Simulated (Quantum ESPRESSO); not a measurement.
Ta$_{2}$O$_{5}$ is modelled in the monoclinic space group P2/m (No. 10), Pearson symbol mP7. Cell: a = 3.8414 Å, b = 3.8627 Å, c = 6.7776 Å, α = γ = 90.00°, β = 105.57°. O1 on 2n is surrounded by 2 Ta at 1.932 Å (linear). O2 on 2m is surrounded by 2 Ta at 1.979–1.999 Å and 1 Ta at 2.207 Å. O3 on 1g sees 2 Ta at 1.902 Å (linear). Ta on 2m is surrounded by 5 O at 1.902–1.999 Å and 1 O at 2.207 Å. (Neighbours: up to the widest gap in distance over summed covalent radii, below 1.35, at either atom; cation-cation contacts left out.)

The geometry is that of Materials Project entry mp-1238961, symmetrised and not relaxed again.

Task: What does LDA (Quantum ESPRESSO, PseudoDojo norm-conserving, 84 Ry, no spin-orbit coupling) give for the electronic structure near the Fermi level?

Result: The LDA gap is indirect, 2.13 eV, from E to Y; the smallest direct gap is 2.80 eV. Without spin-orbit coupling, band edges of such heavy elements can be off by tenths of an eV.

The structure is a Materials Project entry; no match was found in the copy of COD used, and its stability was not checked.
